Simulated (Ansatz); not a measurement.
Relaxing a structure of Rh

The start is a relaxed Rh cell displaced along its unstable phonon at q = (½, ½, 0) of its primitive reciprocal cell (65i cm⁻¹), largest move 0.15 Å. A full variable-cell relaxation at zero pressure is run with PBEsol (plane waves to 420 eV, PAW, scalar-relativistic; Ansatz, an electronic-structure program). First-step values are on the input's coarse k-mesh.

Ansatz input (later rounds restart from its end on a renewed k-mesh):
Ansatz 0.2 input:
```yaml
crystal:
  lattice:
    - [4.9983809928, 0, 0]
    - [2.4991904964, 2.4991904964, 0]
    - [0, 0, 2.4991904964]
  atoms:
    - { symbol: Rh, position: [0, 0.5, 0.5600194344] }
    - { symbol: Rh, position: [0.5, 0.5, 0.4399805656] }
basis: { ecutwfc: 420, ecutrho_ratio: 4, xc_grid: 2, fft_grid_basis: typed }
kpoints: { mp_grid: { grid: [13, 13, 13] } }
hamiltonian:
  xc: pbesol
  dispersion: none
  pseudopotentials: { azcp: { folder: ./paw }, kind: paw }
scf: { occupations: { method: fermi_dirac, width: 0.05 } }
relax: { f_tol: 0.01, max_steps: 100, cell: { stress_tol: 0.02 } }
output: { forces: true, stress: true }
```

```json
{
 "largest_initial_force": "0.13 eV/Å, on Rh1, Rh2 (atoms numbered as listed)",
 "energy_released": "0.64 eV/atom",
 "volume_change": "-11.3 %, from 15.61 to 13.84 Å³/atom",
 "relative_to_the_parent": "It does not go back: it reaches I4/mmm (No. 139), AFLOW prototype A_tI2_139_a (A_a), 0.65 eV/atom below the parent",
 "Shortest distances (start → end)": "The closest pairs of elements (up to four, under 3.6 Å), start → end: Rh–Rh 2.50 → 2.64 Å",
 "band_gap_at_the_end": "zero (metallic)",
 "optimiser_moves": "13"
}
```

Relaxed structure:

Space group I4/mmm (No. 139); a = b = 3.235 Å, c = 2.646 Å, α = β = γ = 90.00°

```csv
atom,site,symmetry,x,y,z
Rh,2b,4/mmm,0.0000,0.0000,0.5000
```
(The calculation used a cell of 1 atom; values per cell refer to that cell.)

Final values are on a 22×22×22 k-mesh of the relaxed cell. No spin polarisation in the result.

The run could not lose the symmetry of its start: the end is stationary, and may be a saddle point rather than a minimum.

The relaxed structure here is a generated cell of Rh: the first start was made by placing the elements on the sites of a structure type, and the end was not matched to a known phase here, so it may be hypothetical. Known forms of Rh include space group No. 225.
